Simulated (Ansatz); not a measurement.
## Acoustic Bragg mirrors: impedance contrast

An acoustic mirror alternates quarter-wave layers of high and low impedance; the larger the ratio, the fewer layers.

The yardstick is bcc W. Each row is paired with the reference. Frequency 2 GHz, 3 pairs, polycrystalline averages.

Methods, by column (Ansatz, a plane-wave PAW program): density: r²SCAN, relaxed cell; longitudinal speed: r²SCAN, elastic tensor, Hill average.

Model: Z = ρ v_l; layer = v_l/4f; ratio = larger Z over smaller Z; isolation ≈ 20 × 3 × log₁₀(ratio), up to a constant set by the substrate.

```tsv
crystal	density (g/cm³)	v_l (km/s)	impedance (MRayl)	quarter wave (nm)	impedance ratio	isolation (dB)
RuS2 (Pa-3)	6.14	7.64	46.91	955	2.161	20
InGaP2 (R3m, hR4)	4.45	5.45	24.25	681	4.181	37
bcc W, reference	19.20	5.28	101.38	660	1.000	0
hcp Tl	11.29	1.85	20.89	231	4.853	41
InAs (zinc blende)	5.53	4.17	23.06	521	4.396	39
In2GaAs3 (I-4m2, tI12)	5.47	4.40	24.07	550	4.212	37
GaAs (zinc blende)	5.28	5.08	26.82	635	3.780	35
BAs (zinc blende)	5.20	7.89	41.03	986	2.471	24
```

Runs started from generated or typed cells of the structure named: bcc W; hcp Tl; InAs; GaAs; BAs. No claim is made that these are known or stable phases: InGaP2 (R3m, hR4); In2GaAs3 (I-4m2, tI12). Spin–orbit coupling is left out unless named.

Arithmetic for GaAs:

1. Z = 5.28 × 5.08 = 26.82 MRayl
2. quarter wave: 5.08 km/s/(4 × 2 GHz) = 635 nm
3. impedance ratio: larger of 26.82/101.38 and its inverse = 3.780
4. isolation: 20 × 3 × log₁₀(3.780) = 35 dB

In order of impedance ratio, highest first: hcp Tl (4.853 ± 0.15), InAs (4.396 ± 0.14) ≈ In2GaAs3 (I-4m2, tI12) (4.212 ± 0.13) ≈ InGaP2 (R3m, hR4) (4.181 ± 0.13), GaAs (3.780 ± 0.12), BAs (2.471 ± 0.078), RuS2 (2.161 ± 0.068). The ± follows from allowances picked for this note (density 1 %, longitudinal speed 3 %), carried to first order and added in quadrature, each row's own inputs moving alone; ≈ joins neighbours closer than their two ± added in quadrature. At the edge of that rule, so that a last digit could turn the call: In2GaAs3 (I-4m2, tI12) and InAs.

Sputtered films are textured or amorphous and softer than these crystals; shear waves need a mirror of their own. Where several phases of a formula are at hand, those over 0.1 eV/atom above the lowest were not drawn (by r²SCAN where it compared them, else by the largest value; a layered or molecular lowest phase counts only with a dispersion term); other phases could lie lower still. Rows are a sample by related chemistry or structure, familiar materials first, kept where one row at least reaches a ratio of 2.5. Limits of the draw: impedance over 8 MRayl; for moduli and speeds, an anisotropy index under 2.5, no layered crystals; no unfamiliar magnets, and cubic perovskites only if shown or known to be stable. As a rule kept out of such tables: 4f compounds, open-shell compounds run without a Hubbard term, cells found unstable in the tests at hand, cells close to a higher symmetry, and runs set to a pressure or over 12 % in volume from the crystal's fullest run.
